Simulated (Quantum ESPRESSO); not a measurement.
## GaGe7 (input and log of a self-consistent run)

Simulated, not a measurement. The program is pw.x of Quantum ESPRESSO 7.5 (plane-wave density functional theory). The cell is made up: 8 atoms on a zincblende/diamond lattice, with randomly drawn elements, strain and displacements, not relaxed. PseudoDojo standard norm-conserving files (v0.5 for PBE, v0.4.1 for LDA and PBEsol) set the functional; there is no spin polarisation, spin-orbit coupling or dispersion term, and the masses in the input are unused placeholders. A spin-polarised start on this cell or one of its family kept no moment.

Input:

```
&control calculation='scf', pseudo_dir='./dojo.nc.sr.pbe.v0_5.standard.upf', outdir='./o', disk_io='low', tprnfor=.true., tstress=.true. /
&system ibrav=0, nat=8, ntyp=2, nbnd=66, ecutwfc=79.96652505, nosym=.true., tot_charge=0,
 occupations='smearing', smearing='fd', degauss=0.0073498644
/
&electrons conv_thr=7.350e-09, electron_maxstep=60, /
ATOMIC_SPECIES
Ga 1.0 Ga.upf
Ge 1.0 Ge.upf
CELL_PARAMETERS angstrom
5.7608 -0.0413 -0.0024
-0.0413 5.683 0.0169
-0.0024 0.0169 5.6677
ATOMIC_POSITIONS angstrom
Ga -0.0114 -0.0192 -0.0148
Ge -0.0139 2.888 2.8434
Ge 2.8585 0.0131 2.8434
Ge 2.8707 2.8313 0.0164
Ge 1.4269 1.443 1.4218
Ge 1.4285 4.2569 4.2776
Ge 4.3077 1.3665 4.243
Ge 4.3106 4.2573 1.3893
K_POINTS automatic
6 6 6 1 1 1
```

The log is shortened where brackets say so; the opening notice, blank lines, dates and the lines on written files are dropped, and the path of the files is cut. It prints rydbergs, bohrs and kilobars, and counts compression as positive stress.

```
     Program PWSCF v.7.5
     Parallel version (MPI & OpenMP), running on       4 processor cores
     Number of MPI processes:                 4
     Threads/MPI process:                     1
     [start-up lines left out]
     bravais-lattice index     =            0
     lattice parameter (alat)  =      10.8866  a.u.
     unit-cell volume          =    1252.0952 (a.u.)^3
     number of atoms/cell      =            8
     number of atomic types    =            2
     number of electrons       =       111.00
     number of Kohn-Sham states=           66
     kinetic-energy cutoff     =      79.9665  Ry
     charge density cutoff     =     319.8661  Ry
     scf convergence threshold =      7.3E-09
     mixing beta               =       0.7000
     number of iterations used =            8  plain     mixing
     Exchange-correlation= PBE
                           (   1   4   3   4   0   0   0)
     [axes and pseudopotential details left out]
   Cartesian axes
     site n.     atom                  positions (alat units)
         1        Ga     tau(   1) = (  -0.0019788  -0.0033328  -0.0025690  )
         2        Ge     tau(   2) = (  -0.0024128   0.5013063   0.4935646  )
         3        Ge     tau(   3) = (   0.4961857   0.0022739   0.4935646  )
         4        Ge     tau(   4) = (   0.4983034   0.4914642   0.0028468  )
         5        Ge     tau(   5) = (   0.2476849   0.2504796   0.2467996  )
         6        Ge     tau(   6) = (   0.2479626   0.7389235   0.7425166  )
         7        Ge     tau(   7) = (   0.7477414   0.2372005   0.7365107  )
         8        Ge     tau(   8) = (   0.7482448   0.7389929   0.2411582  )
     number of k points=   108  Fermi-Dirac smearing, width (Ry)=  0.0073
     Number of k-points >= 100: set verbosity='high' to print them.
     Dense  grid:   120951 G-vectors     FFT dimensions: (  64,  64,  64)
     Estimated max dynamical RAM per process >     596.28 MB
     Estimated total dynamical RAM >       2.24 GB
     Initial potential from superposition of free atoms
     starting charge     110.9916, renormalised to     111.0000
     Starting wfcs are   72 randomized atomic wfcs
     total cpu time spent up to now is       24.2 secs
     per-process dynamical memory:   526.8 Mb
     Self-consistent Calculation
     iteration #  1     ecut=    79.97 Ry     beta= 0.70
     Davidson diagonalization with overlap
     ethr =  1.00E-02,  avg # of iterations =  3.3
     Threshold (ethr) on eigenvalues was too large:
     Diagonalizing with lowered threshold
     Davidson diagonalization with overlap
     ethr =  9.21E-05,  avg # of iterations =  7.0
     total cpu time spent up to now is      138.4 secs
     total energy              =   -1403.41353300 Ry
     estimated scf accuracy    <       0.11285360 Ry
     iteration #  2     ecut=    79.97 Ry     beta= 0.70
     Davidson diagonalization with overlap
     ethr =  1.02E-04,  avg # of iterations =  2.0
     total cpu time spent up to now is      181.5 secs
     total energy              =   -1403.41816701 Ry
     estimated scf accuracy    <       0.00819573 Ry
     iteration #  3     ecut=    79.97 Ry     beta= 0.70
     Davidson diagonalization with overlap
     ethr =  7.38E-06,  avg # of iterations =  3.3
     total cpu time spent up to now is      242.5 secs
     total energy              =   -1403.41903472 Ry
     estimated scf accuracy    <       0.00370171 Ry
     iteration #  4     ecut=    79.97 Ry     beta= 0.70
     Davidson diagonalization with overlap
     ethr =  3.33E-06,  avg # of iterations =  2.8
     total cpu time spent up to now is      290.5 secs
     total energy              =   -1403.41987389 Ry
     estimated scf accuracy    <       0.00026779 Ry
     iteration #  5     ecut=    79.97 Ry     beta= 0.70
     Davidson diagonalization with overlap
     ethr =  2.41E-07,  avg # of iterations =  2.2
     total cpu time spent up to now is      331.4 secs
     total energy              =   -1403.41993484 Ry
     estimated scf accuracy    <       0.00001753 Ry
     iteration #  6     ecut=    79.97 Ry     beta= 0.70
     Davidson diagonalization with overlap
     ethr =  1.58E-08,  avg # of iterations =  2.9
     total cpu time spent up to now is      381.2 secs
     total energy              =   -1403.41993789 Ry
     estimated scf accuracy    <       0.00000558 Ry
     iteration #  7     ecut=    79.97 Ry     beta= 0.70
     Davidson diagonalization with overlap
     ethr =  5.02E-09,  avg # of iterations =  2.1
     total cpu time spent up to now is      420.3 secs
     total energy              =   -1403.41993922 Ry
     estimated scf accuracy    <       0.00000072 Ry
     iteration #  8     ecut=    79.97 Ry     beta= 0.70
     Davidson diagonalization with overlap
     ethr =  6.50E-10,  avg # of iterations =  2.0
     total cpu time spent up to now is      466.3 secs
     total energy              =   -1403.41993938 Ry
     estimated scf accuracy    <       0.00000004 Ry
     iteration #  9     ecut=    79.97 Ry     beta= 0.70
     Davidson diagonalization with overlap
     ethr =  3.49E-11,  avg # of iterations =  3.6
     total cpu time spent up to now is      520.1 secs
     total energy              =   -1403.41993940 Ry
     estimated scf accuracy    <          7.5E-09 Ry
     iteration # 10     ecut=    79.97 Ry     beta= 0.70
     Davidson diagonalization with overlap
     ethr =  6.76E-12,  avg # of iterations =  2.1
     total cpu time spent up to now is      565.2 secs
     End of self-consistent calculation
     Number of k-points >= 100: set verbosity='high' to print the bands.
     the Fermi energy is     8.4343 ev
!    total energy              =   -1403.41993940 Ry
     estimated scf accuracy    <          1.3E-09 Ry
     smearing contrib. (-TS)   =      -0.00639245 Ry
     internal energy E=F+TS    =   -1403.41354695 Ry
     The total energy is F=E-TS. E is the sum of the following terms:
     one-electron contribution =    -726.36609413 Ry
     hartree contribution      =     440.09090648 Ry
     xc contribution           =    -347.34402206 Ry
     ewald contribution        =    -769.79433724 Ry
     convergence has been achieved in  10 iterations
     Forces acting on atoms (cartesian axes, Ry/au):
     atom    1 type  1   force =     0.01661375    0.01298053   -0.00487794
     atom    2 type  2   force =    -0.00678170   -0.00955412   -0.00254662
     atom    3 type  2   force =     0.00498314   -0.01054203   -0.01763609
     atom    4 type  2   force =     0.00711551   -0.00942102   -0.00944624
     atom    5 type  2   force =    -0.01110476   -0.01023225   -0.00321758
     atom    6 type  2   force =    -0.00631061    0.00822032    0.00663554
     atom    7 type  2   force =     0.00672840    0.01555716    0.01044550
     atom    8 type  2   force =    -0.01124373    0.00299141    0.02064344
     Total force =     0.051336     Total SCF correction =     0.000215
     Computing stress (Cartesian axis) and pressure
          total   stress  (Ry/bohr**3)                   (kbar)     P=       23.33
   0.00013990   0.00009535   0.00002742           20.58       14.03        4.03
   0.00009535   0.00016520  -0.00005657           14.03       24.30       -8.32
   0.00002742  -0.00005657   0.00017062            4.03       -8.32       25.10
     init_run     :     23.00s CPU     23.86s WALL (       1 calls)
     electrons    :    536.68s CPU    541.03s WALL (       1 calls)
     forces       :      5.56s CPU      5.59s WALL (       1 calls)
     stress       :     24.10s CPU     24.15s WALL (       1 calls)
     [timing details left out]
     PWSCF        :   9m50.13s CPU   9m55.74s WALL
     JOB DONE.
```

In other units: free energy -19094.501 eV for the cell, pressure 2.33 GPa, largest force component 0.531 eV/Å. A rerun of a related cell, with the same atoms placed differently, at 1377 eV and a 8 x 8 x 8 mesh moved values by no more than 0.007 eV in energy, 0.07 GPa in stress and 0.008 eV/Å in force.